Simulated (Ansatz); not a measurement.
# Ti$_{3}$Al: pressure against volume

A database entry relaxed whole under r2SCAN (P6_3/mmc):

```
Ti Al
1.0
     5.74888    0.00000    0.00000
    -2.87444    4.97867    0.00000
     0.00000    0.00000    4.63378
Ti Al
6 2
Cartesian
  4.2818 0.8470 1.1584
  1.4074 4.1317 3.4753
  2.8744 3.2847 1.1584
  -1.4074 4.1317 3.4753
  1.4670 0.8470 1.1584
  0.0000 1.6940 3.4753
  0.0000 3.3191 1.1584
  2.8744 1.6596 3.4753
```

The cell was scaled uniformly, its shape held, and the atoms relaxed at each volume with plane-wave PAW DFT (Ansatz 0.2.0; r2SCAN, 500 eV, 7×7×7 Γ-centred mesh, fermi-dirac occupations of width 0.100 eV; no spin, no spin-orbit coupling). One row is withheld.

```tsv
volume (Å³/atom)	energy over the lowest (meV/atom)	pressure (GPa)
15.584	23.7	8.34
15.915	9.9	5.30
16.247	2.2	2.52
16.578	0.0	0.00
16.910	2.8	-2.31
17.242	?	?
17.573	21.6	-6.32
```

Fit the pressures of the other rows to the third-order Birch-Murnaghan form.

With f = [(V₀/V)^(2/3) − 1]/2 and P = 3B₀f(1 + 2f)^(5/2)[1 + 3(B₀′ − 4)f/2], least squares gives V₀ = 16.58 Å³ an atom, B₀ = 121 GPa and B₀′ = 3.6; the rows miss the fit by less than 0.01 GPa. The slope of the energies differs from these pressures by 0.18 GPa, since they are taken to zero smearing while pressures follow the free energy.

What does the withheld row hold?

The fit gives -4.41 GPa at 17.242 Å³; the run gave -4.41 GPa and 10.1 meV an atom.

Caveats: the shape of the cell was held, so B₀ is an upper bound where the axes differ in stiffness; 0 K, fixed nuclei; the symmetry was kept, and this need not be the phase that is stable at 0 K; one mesh for all volumes; pressure is positive in compression.
